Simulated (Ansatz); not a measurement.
The relaxed structure here is a generated cell of GaN: the first start was made by placing the elements on the sites of a structure type, and the end was not matched to a known phase here, so it may be hypothetical. Known forms of GaN include space group No. 186, 216.

The end point of a relaxation of GaN. Space group Cmc2₁ (No. 36). All values below come from PBEsol (plane waves to 420 eV, PAW, scalar-relativistic; Ansatz, an electronic-structure program).

Space group Cmc2₁ (No. 36); a = 2.8483 Å, b = 5.7726 Å, c = 4.9779 Å, α = β = γ = 90.00°

| atom | site | symmetry | x | y | z |
|---|---|---|---|---|---|
| Ga | 4a | m.. | 0.0000 | 0.1019 | 0.0245 |
| N | 4a | m.. | 0.0000 | 0.3900 | 0.2255 |
(The calculation used a cell of 4 atoms; values per cell refer to that cell.)

Question: Predict the band gap from PBEsol.

Answer: 1.02 eV, indirect (valence top at 43 % of the way from Γ to Y, conduction bottom at Γ) (no spin-orbit coupling).

Question: Give the smallest direct gap at the level PBEsol.

Answer: 1.15 eV at Γ.

No spin polarisation in the result.

The run could not lose the symmetry of its start, so the end can be a saddle point.

It was reached from a disturbed copy of a P6₃/mmc (No. 194) cell (NiAs type), against which it lies -0.151 eV/atom.
